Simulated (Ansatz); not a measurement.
PbS (rock salt), relaxed with PBE (Ansatz, an electronic-structure program, plane waves, PAW): a = b = c = 6.009 Å, α = β = γ = 90.00°.

gap (eV): 0.49
ΔH_f (eV/atom): -0.55
B₀ by P(V) fit (GPa): 52.8
electron conductivity mass (mₑ): 0.16

### Question
The same phase is relaxed and computed with r²SCAN in the same code. What are the cell and these values now?

### Answer
a = b = c = 5.9744 Å, α = β = γ = 90.00°.

- gap (eV) = 0.69
- ΔH_f (eV/atom) = -0.66
- B₀ by P(V) fit (GPa) = 47.7
- electron conductivity mass (mₑ) = 0.17

All cells were relaxed under the symmetry of their starts (and spin orders); stability against distortions was not tested throughout. Scalar-relativistic: spin–orbit coupling is off unless named, which matters more the heavier the elements.

Potentials: the later of the program's two PAW sets.

Ansatz is a plane-wave DFT program.

Formation energies count from the lowest solids of the elements computed at the same level, not from gases.
